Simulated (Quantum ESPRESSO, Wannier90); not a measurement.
Wannier functions of BeO (wurtzite)

```xyz
4
Lattice="2.6943 0.0000 0.0000 -1.3471 2.3333 0.0000 0.0000 0.0000 4.3760" Properties=species:S:1:pos:R:3 pbc="T T T"
Be     1.3471    -0.7778     0.0007
Be    -1.3471     0.7778    -2.1873
O      1.3471    -0.7778     1.6512
O     -1.3471     0.7778    -0.5368
```

Materials Project entry mp-2542; symmetrised, unrelaxed at this level. COD (Crystallography Open Database) has the formula in 3 space groups, this one among them (matched by group alone). Level: PBEsol, no spin polarisation, no spin-orbit coupling; pw.x of Quantum ESPRESSO at 71 Ry with PseudoDojo potentials, 12×12×6 k-points, Wannier90. Density: 18×18×8 mesh, cold smearing 0.01 Ry.

A tight-binding model is made by disentanglement and projection with no localisation steps (num_iter = 0), so the 16 orbitals stay atom-like: hydrogen-like Be: s;p; O: s;p, axes along x, y, z; frozen window up to 9.06 eV relative to the valence-band maximum. It follows pw.x to 1.2 meV rms for states up to 8.6 eV relative to the valence-band maximum. Matrix elements depend on this choice of orbitals and windows.

Task: Which pairs of orbitals on different sites are coupled most strongly? Give distance, modulus and how many such pairs a cell has.

Result: 
```csv
orbital,orbital,distance of the centres (Å),modulus (eV),pairs
Be pz,O s,1.77,4.50,2
Be pz,O pz,1.81,4.31,2
Be py,O s,1.78,4.26,2
Be px,O s,1.73,3.69,4
Be py,O py,1.81,3.63,2
Be s,O pz,1.68,2.71,2
Be s,O py,1.68,2.61,2
Be px,O px,1.75,2.35,4
Be s,O px,1.67,2.26,4
Be px,O py,1.72,2.21,4
Be py,O px,1.64,2.21,4
Be py,O s,1.62,2.13,4
Be s,O s,1.65,1.92,8
Be pz,O py,1.64,1.84,2
Be py,O pz,1.77,1.77,2
Be pz,O px,1.63,1.59,4
Be px,O px,1.55,1.58,2
Be py,O py,1.55,1.58,2
Be px,O pz,1.72,1.53,4
Be pz,O s,1.61,1.50,6
Be px,O px,1.55,1.48,2
Be s,O py,1.64,1.30,4
Be px,Be px,2.69,1.27,2
Be px,Be py,2.50,1.07,4
Be pz,O pz,1.60,0.92,6
Be pz,O py,1.60,0.92,4
Be py,Be pz,2.60,0.89,2
Be py,O pz,1.61,0.88,4
Be s,O pz,1.64,0.88,6
Be py,Be py,2.69,0.80,4
```
